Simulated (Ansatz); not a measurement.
A crystal relaxed with r2SCAN in the plane-wave code Ansatz has space group Pm (No. 6) and a = 6.875 Å, b = 2.645 Å, c = 6.894 Å, β = 117.7°.

| atom | site | x | y | z |
| --- | --- | --- | --- | --- |
| Ge | 1b | 0.7714 | 0.5000 | 0.1519 |
| C | 1a | 0.5595 | 0.0000 | 0.7501 |
| C | 1a | 0.1969 | 0.0000 | 0.4232 |
| Ge | 1b | 0.8329 | 0.5000 | 0.6105 |
| C | 1b | 0.3982 | 0.5000 | 0.2238 |
| C | 1a | 0.2451 | 0.0000 | 0.8371 |
| Xx | 1b | 0.6370 | 0.5000 | 0.3198 |
| Xx | 1a | 0.3284 | 0.0000 | 0.6774 |
| Xx | 1b | 0.0618 | 0.5000 | 0.3705 |
| Xx | 1a | 0.7144 | 0.0000 | 0.9717 |
| Xx | 1a | 0.3077 | 0.0000 | 0.2819 |
| Xx | 1b | 0.5989 | 0.5000 | 0.6598 |
| Xx | 1a | 0.0152 | 0.0000 | 0.7412 |
| Xx | 1b | 0.3326 | 0.5000 | 0.9810 |

r2SCAN gives a direct gap of 2.77 eV at Γ. HSE06 gives a direct gap of 3.87 eV at Γ. Meshes: r2SCAN 4×10×4, HSE06 4×6×4. r2SCAN's ε∞ is 5.3, 5.5 and 5.7 along x, y and z.

Task: Which element is Xx?
A. As
B. Bi
C. N
D. Sb

Result: C. Xx is N: GeC2N4 on the sites of β-Si3N4 (relaxed group Pm). Ge has 4 N at 1.73–1.86 Å; C has 4 N at 1.40–1.54 Å; C has 4 N at 1.49–1.56 Å; Ge has 4 N at 1.76–1.82 Å; C has 4 N at 1.46–1.59 Å; C has 4 N at 1.40–1.59 Å; N has 1 C at 1.46 Å and 2 Ge at 1.79–1.82 Å; N has 3 C at 1.43–1.55 Å (further sites aren't listed).

The calculation is spin-unpolarised, and the structure need not be a phase that has been made.

Spin-orbit coupling is left out.

The meshes of the hybrids are coarse, so their gaps aren't converged to the digits shown.

For a response run the program warns that the ground state's bands aren't all converged, so ε∞ carries an extra error.
